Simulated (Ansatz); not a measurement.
**Property card for ZnCdSe2**

ZnCdSe2:
```xyz
4
Lattice="4.0713 0.0000 0.0000 0.0000 4.0713 0.0000 0.0000 0.0000 5.8414" Properties=species:S:1:pos:R:3 pbc="T T T"
Zn     2.0357     2.0357     2.9207
Cd     0.0000     0.0000     0.0000
Se     0.0000     2.0357     4.2444
Se     2.0357     0.0000     1.5970
```

Space group P-4m2 (No. 115); conventional cell a = 4.071 Å, b = 4.071 Å, c = 5.841 Å, α = 90.00°, β = 90.00°, γ = 90.00°.

Method: LDA in the plane-wave PAW code Ansatz. Structure relaxed to zero pressure with the same functional. Other levels are named where they apply.

### Cell and energy

* **Volume per atom**: 24.21 Å³
* **Density**: 5.76 g/cm³
* **Formation energy from the elements (no fitted shifts)**: -0.59 eV/atom

### Electronic structure

* **Band gap**: 0.69 eV (direct)
* **Valence-band maximum**: at Γ
* **Conduction-band minimum**: at Γ
* **Electron effective mass**: 0.061, 0.061, 0.075 mₑ (principal values)
* **Hole effective mass, band 1 of 2 at the edge**: 3.1 along x, 0.60 along z (mₑ)
* **Hole effective mass, band 2 of 2 at the edge**: 0.058 along x, 0.60 along z (mₑ)

### Mechanics

- Bulk modulus (Birch–Murnaghan fit): 64.0 GPa
- Pressure derivative B′: 4.6
- Elastic constants (relaxed ions, GPa): C11 = 99.2, C12 = 36.1, C13 = 55.6, C33 = 84.7, C44 = 31.1, C66 = 13.2
- Mechanical stability: stable (all eigenvalues of C positive)
- Hill bulk and shear moduli: 64.2 and 22.3 GPa
- Young's modulus: 59.9 GPa
- Poisson's ratio: 0.34
- Debye temperature from the elastic constants: 228 K
- Piezoelectric stress constants (proper, relaxed ions, C/m²): e15 = 0.11, e24 = -0.11, e31 = 0.08, e32 = -0.08

### Dielectric response

* **Electronic dielectric constant ε∞ (DFPT)**: 8.04 (xx = yy), 7.97 (zz)
* **Static dielectric constant ε0 (ions relaxed, cell fixed)**: 11.1 (xx = yy), 10.7 (zz)
* **Born charges (a third of the trace)**: Zn +2.04, Cd +2.16, Se -2.10 e

### Phonons

* **Highest zone-centre frequency (without LO–TO term)**: 212 cm⁻¹
* **Zone-centre stability**: no imaginary mode at Γ
* **Dynamical stability on the path**: stable (no imaginary branch)
* **Zero-point energy**: 26.4 meV/atom
* **Vibrational entropy at 300 K**: 39.2 J/(K·mol of atoms)

The first step of the workflow began from a Materials Project structure, measured or hypothetical; the Crystallography Open Database copy checked does not list it. Its standing as an ambient phase is unchecked. The LDA relaxation kept the symmetry of its start. Signs of piezoelectric constants follow the polarity of the cell as given. The references are the lowest solids computed at this level, not always the standard phases. Scalar-relativistic: spin–orbit coupling is off unless named, which matters more the heavier the elements.

Potentials: the later of the program's two PAW sets.
